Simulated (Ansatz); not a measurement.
Te (trigonal Se type) was relaxed and computed twice in Ansatz (plane waves, PAW), once with PBE+D3(BJ) and once with r²SCAN+D4.

```tsv
	run 1	run 2
cell	a = 4.3143 Å, b = 4.3143 Å, c = 5.9733 Å, α = 90.00°, β = 90.00°, γ = 120.00°	a = b = 4.5175 Å, c = 5.9234 Å, α = β = 90.00°, γ = 120.00°
gap (eV)	none	0.41
B₀ by P(V) fit (GPa)	32.6	17.2
```

Which run used which functional?

Run 1 is PBE+D3(BJ), run 2 is r²SCAN+D4.

All cells were relaxed under the symmetry of their starts (and spin orders); stability against distortions was not tested throughout. Spin–orbit coupling is left out wherever it is not named.

Potentials: the later of the program's two PAW sets.

Ansatz (a quantum-chemistry and plane-wave program) is a plane-wave DFT program.
